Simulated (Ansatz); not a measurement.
A distorted cell of NaCl (rock salt):

```
NaCl
1.0
    0.00000     5.69553     5.69553
    2.84776     0.00000     2.84776
    2.84776     2.84776     0.00000
Cl Na
2 2
Direct
  0.00000   0.02356   0.98479
  0.50000   0.97644   0.01521
  0.25000   0.50000   0.50000
  0.75000   0.50000   0.50000
```

The numbers are results of PBE (plane waves to 420 eV, PAW, scalar-relativistic; Ansatz, a program for electronic structure), not measurements. k mesh 5×10×10 (Γ-centred), Fermi-Dirac smearing 0.05 eV. Stress and pressure are positive under compression. NaCl was relaxed with its symmetry unable to fall.

### Question
Predict the force on every atom, in eV/Å.

### Answer
```
atom      Fx      Fy      Fz
----  ------  ------  ------
Cl1   -0.035   0.064  -0.101
Cl2    0.035  -0.064   0.101
Na3    0.000   0.000   0.000
Na4    0.000   0.000   0.000
```

(For displaced atoms, the force is minus the slope of the energy, and its curvature is a force constant, which sets phonon frequencies.)
